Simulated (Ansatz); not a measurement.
Te:
```
Te
1.0
    3.17224     0.00000     0.00000
    0.00000     4.47506     0.00000
    0.00000     0.00000     9.06024
Te
4
Direct
  0.50000   0.52223   0.76062
  0.50000   0.47777   0.26062
  0.50000   0.97790   0.00938
  0.50000   0.02210   0.50938
```

Relaxed with r²SCAN+D4. Special points in fractions of this cell's reciprocal vectors: Γ (0.000, 0.000, 0.000); X (0.500, 0.000, 0.000); S (0.500, 0.500, 0.000); Y (0.000, 0.500, 0.000); Z (0.000, 0.000, 0.500); U (0.500, 0.000, 0.500); R (0.500, 0.500, 0.500); T (0.000, 0.500, 0.500).

Task: List the band energies nearest the Fermi level at these points for the program Ansatz at the r²SCAN+D4 level (PAW).

Result: In eV from the Fermi level; about four levels below and three above (degenerate sets whole), none deeper than 8.9 eV; points with the same levels are listed once.

```
k                    below                above
-  -----------------------  -------------------
Γ  -2.74 -2.64 -2.47 -2.44       1.23 1.30 1.33
X  -1.19 -1.07 -0.65 -0.62       2.76 2.84 4.67
S  -1.24 -1.24 -0.71 -0.71  2.37 2.37 4.22 4.22
Y  -2.80 -2.80 -2.54 -2.54  2.48 2.49 2.75 2.75
Z  -3.83 -3.83 -0.78 -0.78  0.01 0.01 1.65 1.65
U  -2.87 -2.87 -2.18 -2.18  0.81 0.81 1.74 1.74
R  -3.82 -3.82 -3.50 -3.50  2.08 2.08 2.57 2.57
T  -5.45 -5.45 -5.20 -5.20  0.46 0.46 0.92 0.92
```

Space group Pbam. The workflow started from a Materials Project entry (that database holds measured and hypothetical structures alike); the Crystallography Open Database copy checked does not list it. It is not the phase usual at ambient conditions (space group No. 152). The r²SCAN+D4 relaxation kept the symmetry of its start; whether a distortion lowers the energy is not shown. Point labels and valley counts follow the cell and symmetry of the run, lower than the named group. Scalar-relativistic: spin–orbit coupling is off unless named, which matters more the heavier the elements.

Potentials: the later of the program's two PAW sets.
